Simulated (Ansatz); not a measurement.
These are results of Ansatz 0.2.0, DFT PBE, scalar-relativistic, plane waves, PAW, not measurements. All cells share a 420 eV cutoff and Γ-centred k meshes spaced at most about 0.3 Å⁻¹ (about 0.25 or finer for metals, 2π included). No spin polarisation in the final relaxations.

Temperature and zero-point effects are left out.

Two forms of Y2Be2N were relaxed alike.

A.

```yaml
crystal:
  lattice:
    - [3.51024, 0.00000, 0.00000]
    - [-1.75512, 3.03995, 0.00000]
    - [0.00000, 0.00000, 7.99551]
  atoms:
    - { symbol: Y, position: [0.00000, 0.00000, 0.78308] }
    - { symbol: Y, position: [0.00000, 0.00000, 0.21692] }
    - { symbol: Be, position: [0.33333, 0.66667, 0.46695] }
    - { symbol: Be, position: [0.66667, 0.33333, 0.53305] }
    - { symbol: N, position: [0.00000, 0.00000, 0.50000] }
```

B.

```yaml
crystal:
  lattice:
    - [-1.41718, 3.21170, 4.27184]
    - [1.41718, -3.21170, 4.27184]
    - [1.41718, 3.21170, -4.27184]
  atoms:
    - { symbol: Y, position: [0.69619, 0.19619, 0.50000] }
    - { symbol: Y, position: [0.30381, 0.80381, 0.50000] }
    - { symbol: Be, position: [0.82938, 0.50000, 0.32938] }
    - { symbol: Be, position: [0.17062, 0.50000, 0.67062] }
    - { symbol: N, position: [0.00000, 0.00000, 0.00000] }
```

Question: Which is lower in energy, and by how much?

Answer: B is lower, by 33 meV/atom. A has space group P-3m1 (No. 164), 17.1 Å³/atom and no gap on its mesh; B has space group Immm (No. 71), 15.6 Å³/atom and no gap. Counting Be or Y atoms around N (for each partner element, those within 1.25 times its shortest distance or 1.15 times the sum of covalent radii, where it is the nearest in units of that sum or under 1.3; a plus sign parts groups by distance over the sum of covalent radii), A has N 2+6 and B has N 8+4. The denser one is the lower, and pressure would at first widen the difference. In A, Y is surrounded by 1 N at 2.26 Å, 3 Be at 2.85 Å, 3 Be at 3.24 Å and 7 Y at 3.47–3.51 Å; Be is surrounded by 3 N at 2.04 Å, 3 Be at 2.09 Å and 3 Y at 2.85 Å; N is surrounded by 6 Be at 2.04 Å and 2 Y at 2.26 Å. In B, Y has 2 Be at 2.82 Å, 2 Y at 2.83 Å, 2 N at 2.96 Å, 4 Be at 3.05 Å, 1 Y at 3.35 Å, 2 N at 3.62 Å and 4 Y at 3.63 Å; Be has 2 N at 1.79 Å, 1 Be at 2.19 Å, 2 Y at 2.82 Å, 2 Be at 2.83 Å and 4 Y at 3.05 Å; around N lie 4 Be at 1.79 Å, 2 N at 2.83 Å, 4 Y at 2.96 Å and 4 Y at 3.62 Å. Both come from invented guesses. A third cell relaxed alike, in I4/mmm, lies 0.56 eV/atom below the lower of the two.

Cells relaxed within their symmetry can be saddle points.
